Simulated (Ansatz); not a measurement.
**Is this Ni result the lowest state?**

System: Ni, a measured crystal structure (space group Fm-3m, primitive cell doubled); the cell holds 2 atoms. Source: COD entry 9012983, which need not be the ambient phase.

These are results of Ansatz, DFT, r2SCAN, PAW, plane waves, scalar-relativistic, not measurements.

```yaml
crystal:
  lattice:
    - [-1.7673, -3.5346, -1.7673]
    - [-1.7673, 0.0, -1.7673]
    - [1.7673, 0.0, -1.7673]
  atoms:
    - { symbol: Ni, position: [0.0, 0.0, 0.0], spin: 2.0 }
    - { symbol: Ni, position: [0.5, 0.0, 0.5], spin: 2.0 }
magnetization:
  spin_polarized: true
hamiltonian:
  xc: r2scan
  pseudopotentials: { kind: paw }
basis:
  ecutwfc: 500
kpoints:
  mp_grid: { grid: [8, 14, 11] }
scf:
  occupations: { method: fermi_dirac, width: 0.1 }
  lower_state_search: "off"
  algorithm: density_mixing
  mixing: { algorithm: broyden, beta: 0.3 }
output:
  forces: true
  stress: true
  write_density: true
  write_potential: true
  elf: true
  volumetric_format: npy
```

Launched as:
```sh
ansatz run input.yaml --threads 2 --pin off --max-ram 5120MiB --backend cpu --events-out ev --progress --plain --runs-dir out
```

Time: 53 s on 2 threads of Arm Neoverse V2, with other jobs on the host, peak memory 0.64 GiB.

The end of the output:

```
SCF converged after 14 iterations
Magnetization: 1.5148 μB (18.7574 up, 17.2426 down)
Absolute magnetization: 1.8666 μB (∫|ρ↑−ρ↓|, with the PAW one-centre terms)
Spin contamination: 0.0449 ħ² per cell (⟨S²⟩ above its minimum at these occupations)
Per-site moments (μB) at R_I (Å): [(0.8267, 1.0309), (0.8267, 1.0309)]
Free energy (F): -11690.588677 eV
Harris-Foulkes:  -11690.588677 eV  (|F-HF|=6.79e-8)
Internal energy: -11690.504345 eV  (E = F + TS)
E sigma→0 (E₀):  -11690.546511 eV
Entropy (-TS):   -0.084332 eV (-42.166 meV/atom)
Fermi energy:    17.780005 eV
--- Forces (eV/Å), atoms counted from 1 ---
  atom   1  Ni    -0.00000000     0.00000000    -0.00000000
  atom   2  Ni    -0.00000000     0.00000000    -0.00000000
--- Stress (GPa, compression-positive) ---
       -9.110597      -0.026372      -0.100601
       -0.026387      -9.156664      -0.026387
       -0.100601      -0.026372      -9.110597
  P = ⅓ Tr σ = -9.1260 GPa (-91.260 kbar)
```

The mesh has less symmetry than the lattice, which lowers the symmetry of the run.

r2SCAN tends to overstate moments and magnetic energies in itinerant metals.

Site moments are taken inside atomic spheres and don't add up to the total.

Question: The run converged. Is this the lowest state of the cell, and if not, what lies lower and how is it reached?

Answer: As far as the runs go, yes: it is the lowest of 3 states reached by 12 converged runs, and the next lies 102 meV/atom higher (antiferromagnetic, site moments Ni1 0.24, Ni2 -0.24 μB, total 0.00 μB per cell, no gap on the k-mesh). That doesn't prove a ground state. States within about 5 meV/atom are too close for this mesh, smearing and search to settle their order. This multiple of the primitive cell fits some opposed orders; other multiples fit others. Orders that need a larger cell or non-collinear spins weren't tried.
